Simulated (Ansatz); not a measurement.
HgTe:
```
CELL_PARAMETERS angstrom
      0.00000     3.21734     3.21734
      3.21734     0.00000     3.21734
      3.21734     3.21734     0.00000
ATOMIC_POSITIONS crystal
  Te 0.75000 0.75000 0.75000
  Hg 0.00000 0.00000 0.00000
```

Relaxed with LDA. Special points in fractions of this cell's reciprocal vectors: Γ (0.000, 0.000, 0.000); X (0.500, 0.000, 0.500); U (0.625, 0.250, 0.625); K (0.375, 0.375, 0.750); L (0.500, 0.500, 0.500); W (0.500, 0.250, 0.750).

**Question.** List the band energies nearest the Fermi level at these points for DFT-LDA in the program Ansatz with PAW potentials.

**Answer.** In eV from the Fermi level; about four levels below and three above (degenerate sets whole), none deeper than 8.9 eV; points with the same levels are listed once.

```csv
k,below,above
Γ,-0.91 -0.02 -0.02 -0.02,4.15 4.15 4.15
X,-6.43 -5.57 -2.36 -2.36,1.80 2.29 8.03
U,-6.34 -5.61 -3.03 -1.96,2.13 3.89 6.89
L,-6.58 -5.65 -1.03 -1.03,0.56 4.97 4.97
W,-6.25 -5.67 -2.78 -2.65,3.08 4.48 5.16
```

Space group F-43m (zinc blende). The cell was relaxed with LDA under the symmetry of its start; of distortions, only those at the zone centre were tested. The Fermi level of a semimetal is unsure by some 0.05 eV on such meshes. Scalar-relativistic: spin–orbit coupling is off unless named, which matters more the heavier the elements.

Potentials: the later of the program's two PAW sets.
